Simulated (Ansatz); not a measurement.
ScIr₃:
```xyz
4
Lattice="3.8961 0.0000 0.0000 0.0000 3.8961 0.0000 0.0000 0.0000 3.8961" Properties=species:S:1:pos:R:3 pbc="T T T"
Sc     0.0000     0.0000     0.0000
Ir     0.0000     1.9481     1.9481
Ir     1.9481     0.0000     1.9481
Ir     1.9481     1.9481     0.0000
```

Relaxed with PBEsol. Special points in fractions of this cell's reciprocal vectors: Γ (0.000, 0.000, 0.000); X (0.000, 0.500, 0.000); M (0.500, 0.500, 0.000); R (0.500, 0.500, 0.500).

List the band energies nearest the Fermi level at these points for DFT-PBEsol in the program Ansatz with PAW potentials.

In eV from the Fermi level; about four levels below and three above (degenerate sets whole), none deeper than 8.9 eV; points with the same levels are listed once.

```json
[
 {"k": "Γ", "below": "-5.58 -5.58 -5.58 -1.91 -1.91 -1.91", "above": "0.17 0.17 1.55"},
 {"k": "X", "below": "-1.72 -0.98 -0.93 -0.93", "above": "0.49 2.09 2.45 2.45"},
 {"k": "M", "below": "-1.55 -1.55 -0.68 -0.61 -0.43", "above": "3.12 3.12 3.52"},
 {"k": "R", "below": "-2.07 -2.07 -2.07 -1.17 -1.17 -0.16", "above": "0.87 0.87 0.87"}
]
```

Space group Pm-3m (Cu3Au type). The workflow started from a Materials Project entry (that database holds measured and hypothetical structures alike); the Crystallography Open Database copy checked does not list it. Whether it is the stable phase at ambient conditions was not checked. The cell was relaxed with PBEsol under the symmetry of its start; whether a distortion lowers the energy is not shown. The run is not spin-polarised. Scalar-relativistic: spin–orbit coupling is off unless named, which matters more the heavier the elements.

Potentials: the later of the program's two PAW sets.
